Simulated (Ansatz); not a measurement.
**K2NiWO6 single point**

input.yaml (Ansatz 0.2.0)

```yaml
crystal:
  lattice:
    - [0.0, 5.633131, 0.0]
    - [5.633131, 0.0, 0.0]
    - [2.816565, 2.816565, -4.010682]
  atoms:
    - { symbol: O, position: [0.227, 0.289, 0.0] }
    - { symbol: O, position: [0.289, 0.773, 0.0] }
    - { symbol: O, position: [0.773, 0.711, 0.0] }
    - { symbol: O, position: [0.711, 0.227, 0.0] }
    - { symbol: O, position: [0.255, 0.255, 0.49] }
    - { symbol: O, position: [0.745, 0.745, 0.51] }
    - { symbol: W, position: [0.5, 0.5, 0.0] }
    - { symbol: K, position: [0.75, 0.25, 0.5] }
    - { symbol: K, position: [0.25, 0.75, 0.5] }
    - { symbol: Ni, position: [0.0, 0.0, 0.0] }
  symmetry: { tolerance: 0.0003 }
kpoints:
  mp_grid: { grid: [6, 6, 6], shift: [0, 0, 0] }
  band_path:
    path:
      - [0.0, 0.0, 0.0]
      - [0.5, 0.5, 0.5]
      - [0.5, 0.5, 0.75]
      - [0.5, 0.0, 0.5]
      - [0.0, 0.0, 0.0]
      - [0.0, 0.0, 0.5]
      - [0.25341125, 0.0, 0.62670563]
      - [0.74658875, 0.0, 0.37329437]
      - [0.0, 0.0, 0.0]
      - [0.5, 0.5, 0.5]
      - [0.74658875, 0.25341125, 0.5]
    npoints: 6
magnetization:
  spin_polarized: false
scf:
  occupations: { method: fermi_dirac }
  lower_state_search: "off"
  max_iter: 200
hamiltonian:
  pseudopotentials: { kind: paw }
  xc: pbe
basis:
  ecutwfc: 420
  fft_grid_basis: typed
output:
  forces: true
  stress: true
  eigenvalues: true
  bader: true
  populations: true
  elf: true
  write_potential: true
  volumetric_format: npy
  dos:
    e_range: [-12, 8]
    de: 0.05
    projected: { site_lists: { K: [K], Ni: [Ni], O: [O], W: [W] } }
checkpoint:
  read: saved_state
```

The saved state is an earlier solution for the same cell, perhaps on another mesh. 

Output (shortened):

```
Pseudopotentials: kind: paw
Pseudopotential: O, paw, valence charge 6, recommended cutoff 420 eV (normal), O.paw.azcp
Pseudopotential: W, paw, valence charge 14, recommended cutoff 420 eV (normal), W.paw.azcp
Pseudopotential: K, paw, valence charge 9, recommended cutoff 420 eV (normal), K.paw.azcp
Pseudopotential: Ni, paw, valence charge 18, recommended cutoff 420 eV (normal), Ni.paw.azcp
Functional definition: PBE
  exchange = pbe_x(kappa = kappa, mu = beta*pi^2/3)
  correlation = pbe_c(beta = beta)
Crystal: 10 atoms, lattice volume = 127.268 Å³
Basis set: ecut = 420 eV, 2461 PW (Γ), exchange–correlation on 80×80×80 points (8 copies of the dense FFT grid, shifted against one another)
Bands: 53, of which v1, the nominal top of the filled ones, is band 43 counted from 1 (42 counted from 0)
Symmetry: 8 space group operations
Space group: I4/m (ITA 87), of the structure as read, at distance tolerance 1.5e-3 Å
k-points: 36 of 216
Initial density: read from a saved state, or passed on in memory by an earlier SCF of this step, an earlier step, the calling program or the single point that the run made first
Functional: x = pbe(κ = 0.804, μ = 0.2195), c = pbe(β = 0.0667)
SCF iter   1: F=—  Δρ=4.07e-3  dr2=1.49e-2
SCF iter   2: F=—  Δρ=1.82e-3  dr2=1.83e-3
SCF iter   3: F=—  Δρ=1.18e-3  dr2=1.04e-3
SCF iter   4: F=—  Δρ=2.63e-4  dr2=4.04e-5
SCF iter   5: F=—  Δρ=8.22e-5  dr2=7.32e-6
SCF iter   6: F=—  Δρ=2.11e-5  dr2=2.38e-7
SCF iter   7: F=-22704.4659 eV  Δρ=8.80e-6  dr2=8.87e-8
Free energy (F): -22704.4659 eV
Harris-Foulkes:  -22704.4659 eV  (|F-HF|=7.42e-8)
Internal energy: -22704.2058 eV  (E = F + TS)
E sigma→0 (E₀):  -22704.3358 eV
Entropy (-TS):   -0.2601 eV (-26.006 meV/atom)
Fermi energy:    7.3010 eV
--- Per-component energies (eV) ---
  E_band       = -879.0462
  E_kinetic    = 2268.3756
  E_local      = -8816.8294  (includes V_loc(G=0)·N_el)
  E_nonlocal   = 944.2757
  E_hartree    = 3434.0339
  E_xc         = -1058.6015
  E_vxc        = -1234.3981  (∫ρ·V_xc dr)
  E_paw        = -12695.8560  (= ΣΔE_a)
  E_vpaw       = -908.5716  (= ΣTr[D̂ρ^β])
  E_aug_tail   = 0.0149  (compensation charges beyond the density's cutoff)
  E_ewald      = -6779.6190
  E_smearing   = -0.2601  (= −TS)
--- Forces (eV/Å), atoms counted from 1 ---
  atom   1  O     -0.3997     0.1503     0.0000
  atom   2  O     -0.1503    -0.3997     0.0000
  atom   3  O      0.3997    -0.1503     0.0000
  atom   4  O      0.1503     0.3997     0.0000
  atom   5  O      0.0000     0.0000     0.0320
  atom   6  O      0.0000     0.0000    -0.0320
  atom   7  W      0.0000     0.0000     0.0000
  atom   8  K      0.0000     0.0000     0.0000
  atom   9  K      0.0000     0.0000     0.0000
  atom  10  Ni     0.0000     0.0000     0.0000
--- Stress (GPa, compression-positive) ---
       -6.9261       0.0000       0.0000
        0.0000      -6.9261       0.0000
        0.0000       0.0000      -7.2972
  P = ⅓ Tr σ = -7.0498 GPa (-70.498 kbar)
--- Löwdin populations: 10 sites ---
  site symbol       q [e]
     0      O      6.6949
     1      O      6.6949
     2      O      6.6949
     3      O      6.6949
     4      O      6.7076
     5      O      6.7076
     6      W     12.2578
     7      K      8.2118
     8      K      8.2118
     9     Ni     16.7358
  spilling = 0.0045 (of n_electrons = 86.0000)
--- Bader charges: 10 sites ---
  site symbol  charge [e]  shift [e]
     0      O     -0.9857     0.0014
     1      O     -0.9857     0.0014
     2      O     -0.9856     0.0014
     3      O     -0.9857     0.0014
     4      O     -0.9951     0.0014
     5      O     -0.9951     0.0014
     6      W      2.8800     0.0037
     7      K      0.8342     0.0000
     8      K      0.8342     0.0000
     9     Ni      1.3843     0.0047
```

Origin: a known structure type with other elements, at an estimated volume, so it need not be a known compound. Caveats: no spin polarisation, so a magnetic state may lie lower.
